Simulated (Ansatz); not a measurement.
With r²SCAN in the plane-wave PAW code Ansatz, AlAg in the orthorhombic phase (Cmcm; Ag on 4c, Al on 4c) relaxes to a = 2.851 Å, b = 10.445 Å, c = 4.507 Å. Against the elements it lies at 0.076 eV/atom, with no fitted shifts.

Electronic character: metallic (no gap). Gap from r²SCAN with spin–orbit coupling: none (metallic).

Bader charges are Ag -0.59, Al +0.59 e.

The start of the workflow was typed in or built on a structure type; neither database checked (COD, Materials Project) lists it. Whether it is the stable phase at ambient conditions was not checked. The cell was relaxed with r²SCAN under the symmetry of its start; its stability against distortions is not shown here. The run is not spin-polarised. Axis ratios of metals converge slowly with the k-mesh, so a and c are less sure than the volume. The references are the lowest solids computed at this level, not always the standard phases. Spin–orbit coupling is left out wherever it is not named.

Potentials: the later of the program's two PAW sets.
